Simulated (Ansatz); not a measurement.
MgS (rock salt, space group No. 225), PBE (plane waves, PAW; program Ansatz): ε∞ = 5.41, cell volume 35.76 Å³. Infrared-active transverse modes:

| ω_TO (cm⁻¹) | oscillator strength S_xx (e²/amu) |
|---|---|
| 223.7 | 0.3980 |

Q: Compute the static dielectric constant.

A: Each mode adds (4.921e7/V) S/ω²: 10.94. So ε0 = 16.4.

Q: What LO frequency does the Lyddane–Sachs–Teller relation give?

A: ω_LO = ω_TO √(ε0/ε∞) = 389 cm⁻¹.

Space group Fm-3m (rock salt). The cell was relaxed with PBE under the symmetry of its start; phonons on a q-mesh show no instability.

Potentials: the later of the program's two PAW sets.
